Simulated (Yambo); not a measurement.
Yambo run on SiO₂ (space group Ima2, No. 46). The wavefunctions come from this Quantum ESPRESSO step (PBEsol, PseudoDojo standard norm-conserving files, scalar-relativistic):

```
&CONTROL
  calculation = 'nscf'
  pseudo_dir = './pseudo'
  outdir = './out'
/
&SYSTEM
  ibrav = 0
  nat = 12
  ntyp = 2
  ecutwfc = 84.0
  ecutrho = 336.0
  occupations = 'fixed'
  force_symmorphic = .true.
  nbnd = 305
/
&ELECTRONS
  conv_thr = 1.2000000000000002e-08
  diago_full_acc = .true.
  diago_thr_init = 1e-08
/
ATOMIC_SPECIES
O 15.9990 O.upf
Si 28.0850 Si.upf
CELL_PARAMETERS angstrom
 -4.939325000000   4.258190000000   2.550725000000
  4.939325000000  -4.258190000000   2.550725000000
  4.939325000000   4.258190000000  -2.550725000000
ATOMIC_POSITIONS crystal
O   0.078230000000   0.352030000000   0.848240000000
O   0.503790000000   0.229990000000   0.151760000000
O   0.078230000000   0.729990000000   0.226200000000
O   0.503790000000   0.852030000000   0.773800000000
O   0.937690000000   0.937690000000   0.000000000000
O   0.937690000000   0.437690000000   0.500000000000
O   0.877510000000   0.225550000000   0.151960000000
O   0.073590000000   0.725550000000   0.848040000000
Si   0.149060000000   0.592660000000   0.742420000000
Si   0.850240000000   0.406640000000   0.257580000000
Si   0.149060000000   0.906640000000   0.056400000000
Si   0.850240000000   0.092660000000   0.943600000000
K_POINTS automatic
2 2 2 0 0 0
```

Yambo input:

```
rim_cut
gw0
dyson
el_el_corr
HF_and_locXC
ppa
em1d
RandQpts= 1000000
RandGvec= 1 Ry
EXXRLvcs= 84 Ry
VXCRLvcs= 336 Ry
Chimod= "HARTREE"
% BndsRnXp
 1 | 304 |
%
NGsBlkXp= 7 Ry
% LongDrXp
 1.0 | 1.0 | 1.0 |
%
PPAPntXp= 27.2114 eV
% GbndRnge
 1 | 304 |
%
GTermKind= "BG"
DysSolver= "n"
ExtendOut
% QPkrange
 1 | 1 | 32 | 33 |
 2 | 2 | 32 | 33 |
 3 | 3 | 32 | 33 |
 4 | 4 | 32 | 33 |
 5 | 5 | 32 | 33 |
 6 | 6 | 32 | 33 |
%
```

k points by index: 1 = Γ, 2 = (0, 0, -0.5), 3 = (0, -0.5, 0), 4 = (0, -0.5, -0.5), 5 = (-0.5, -0.5, -0.5), 6 = (-0.5, 0.5, 0).

Resulting energies as the program prints them:

```
#    K-point    Band    Eo [eV]    E [eV]    E-Eo [eV]    Vxc [eV]    Vnlxc [eV]    Sc|Eo [eV]    Sc|E [eV]    dSc/dw|Eo [eV]    Re(Z)    Im(Z)
#
    1    32    -0.244696    -2.224603    -1.979907    -19.47510    -25.41834    3.546296    3.963339    -5.731416    0.826018    -0.001030
    1    33    5.806185    6.867083    1.060898    -8.545167    -4.736991    -2.619793    -2.747277    -3.269681    0.892730    -0.681246E-3
    2    32    -0.086277    -2.043277    -1.957000    -19.68649    -25.61522    3.560154    3.971728    -5.722474    0.826242    -0.001015
    2    33    6.802432    8.140808    1.338376    -10.16845    -5.824880    -2.826585    -3.005198    -3.631300    0.882263    -0.734735E-3
    3    32    -0.173838    -2.139299    -1.965462    -19.68448    -25.61840    3.555139    3.968456    -5.721974    0.826255    -0.001013
    3    33    8.072807    9.374577    1.301770    -9.420943    -5.313939    -2.637209    -2.805234    -3.512094    0.885686    -0.736424E-3
    4    32    0.000000    -1.944038    -1.944038    -19.87426    -25.79377    3.566675    3.975468    -5.721702    0.826262    -0.001006
    4    33    7.946643    9.489374    1.542731    -11.08719    -6.309906    -3.016894    -3.234549    -3.838896    0.876365    -0.766516E-3
    5    32    -0.012036    -1.957014    -1.944977    -19.78064    -25.70019    3.565465    3.974571    -5.723319    0.826221    -0.001013
    5    33    7.715926    9.209064    1.493138    -10.98187    -6.294986    -2.984604    -3.193744    -3.811222    0.877146    -0.754190E-3
    6    32    -0.086277    -2.043238    -1.956960    -19.68648    -25.61521    3.560202    3.971769    -5.722495    0.826242    -0.001015
    6    33    6.802432    8.140752    1.338321    -10.16843    -5.824876    -2.826620    -3.005234    -3.631485    0.882258    -0.734795E-3
```
(The two width columns are left out.) Convergence of these settings isn't established.

Geometry of the Materials Project entry, not relaxed at this level.

This is not the ordinary phase of the substance; no match was found in the copy of COD used, and its stability was not checked.
